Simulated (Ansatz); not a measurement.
Q: Each is relaxed and computed with DFT-PBE in the program Ansatz with PAW potentials. Which is the only metal?
A) KCdCO3F, P-6m2 (Pearson symbol hP7)
B) GeSe, wurtzite
C) HfGe, P-6m2 (Hf on 1a, Ge on 1f)
D) HfO2, R3m (Hf on 3a, O on 3a, O on 3a)

A: C, HfGe, P-6m2 (Hf on 1a, Ge on 1f). HfGe: metal; HfO2: gap 1.86 eV (indirect); KCdCO3F: gap 1.78 eV; GeSe: gap 0.91 eV (indirect). Constructed cells (a structure type filled with these elements, in neither database checked): HfGe, P-6m2 (Hf on 1a, Ge on 1f); HfO2, R3m (Hf on 3a, O on 3a, O on 3a); GeSe, wurtzite. Not the usual ambient phase: HfO2, R3m (Hf on 3a, O on 3a, O on 3a); GeSe, wurtzite. Standing as an ambient phase not checked: KCdCO3F, P-6m2 (Pearson symbol hP7). Weakly bound layers, chains or molecules computed without a dispersion correction, so cells and soft constants are ill determined: HfO2, R3m (Hf on 3a, O on 3a, O on 3a). Unstable at this level: KCdCO3F, P-6m2 (Pearson symbol hP7). All cells were relaxed under the symmetry of their starts (and spin orders); stability against distortions was not tested throughout. Rows with no word on spin ran without spin polarisation. Scalar-relativistic: spin–orbit coupling is off unless named, which matters more the heavier the elements.

Potentials: the later of the program's two PAW sets.
